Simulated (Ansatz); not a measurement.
4 guesses for LuTlAu₄ and where they end

These are results of DFT PBE, scalar-relativistic, plane waves, PAW (Ansatz), not measurements. Settings: cutoff 420 eV, Γ-centred meshes spaced at most about 0.3 Å⁻¹, and about 0.25 Å⁻¹ or finer for metals (2π included), Gaussian smearing. No spin polarisation in the final relaxations.

Each guess was relaxed in cell and atoms at zero pressure, within the symmetry of its start. All energies are static (0 K, no zero-point motion). Coordination counts all near atoms (those within 1.25 times the shortest distance at each site; a plus sign parts nearer from farther groups; a slash parts the counts of unlike sites).

```
guess     made from  start group  V start (Å³/atom)  end group  V end (Å³/atom)  coordination at the end  gap on mesh (eV)  E over the lowest end (meV/atom)
    1   RbAlF4 type       P4/mmm               18.4     P4/mmm             34.5       Lu 8+8, Tl 6, Au 2                 0                              1067
    2   random cell       P4/mmm               22.0          ?                ?                        ?                 ?                                 ?
    3  SmInPt4 type        F-43m               21.5      F-43m             20.9     Lu 16, Tl 16, Au 6+6                 0                                 0
    4   random cell        F-43m               22.4      F-43m             43.7      Lu 4, Tl 12+6, Au 4              0.33                               522
```

Guess 2 as it starts:

```cif
data_structure
_symmetry_space_group_name_H-M 'P4/mmm'
_symmetry_Int_Tables_number 123
_cell_length_a 3.9588
_cell_length_b 3.9588
_cell_length_c 8.4200
_cell_angle_alpha 90.000
_cell_angle_beta 90.000
_cell_angle_gamma 90.000
_cell_volume 131.96
loop_
_atom_site_label
_atom_site_type_symbol
_atom_site_symmetry_multiplicity
_atom_site_Wyckoff_symbol
_atom_site_fract_x
_atom_site_fract_y
_atom_site_fract_z
_atom_site_occupancy
Lu1 Lu 1 d 0.50000 0.50000 0.50000 1
Tl1 Tl 1 a 0.00000 0.00000 0.00000 1
Au1 Au 2 g 0.00000 0.00000 0.70739 1
Au2 Au 1 b 0.00000 0.00000 0.50000 1
Au3 Au 1 c 0.50000 0.50000 0.00000 1
```

Question: Predict the end of this guess and its energy over the lowest end.

Answer: It ends in space group P4/mmm (No. 123), with a = 3.995 Å, c = 10.670 Å, 28.4 Å³/atom and no gap. It lies 0.47 eV/atom over the lowest end, above guess 3 and below guess 4. Counting all near atoms, this end has Lu 4, Tl 6, Au 2/4/6 and the lowest (guess 3) has Lu 16, Tl 16, Au 6+6.

```cif
data_structure
_symmetry_space_group_name_H-M 'P 1'
_symmetry_Int_Tables_number 1
_cell_length_a 3.9952
_cell_length_b 3.9952
_cell_length_c 10.6703
_cell_angle_alpha 90.000
_cell_angle_beta 90.000
_cell_angle_gamma 90.000
_cell_volume 170.31
loop_
_atom_site_label
_atom_site_type_symbol
_atom_site_fract_x
_atom_site_fract_y
_atom_site_fract_z
_atom_site_occupancy
Lu1 Lu 0.50000 0.50000 0.50000 1
Tl1 Tl 0.00000 0.00000 0.00000 1
Au1 Au 0.00000 0.00000 0.74410 1
Au2 Au 0.00000 0.00000 0.25590 1
Au3 Au 0.00000 0.00000 0.50000 1
Au4 Au 0.50000 0.50000 0.00000 1
```

Energies over the elements count from the elements' standard structures at the same level, with no fitted energy shifts.

Question: Is the lowest end bound against the elements?

Answer: Yes: its formation energy is −0.31 eV/atom. Whether it is stable depends on the other phases of the system, which aren't compared here.

Spin–orbit coupling, which can matter for Au and Tl, is left out. Kohn–Sham gaps at this level usually fall short of measured ones. The missing spin–orbit coupling can work the other way here. Cells relaxed within their symmetry can be saddle points. A lower structure may well exist outside this small set. Some candidate types were left out of the draw beforehand, so a known form may be missing.
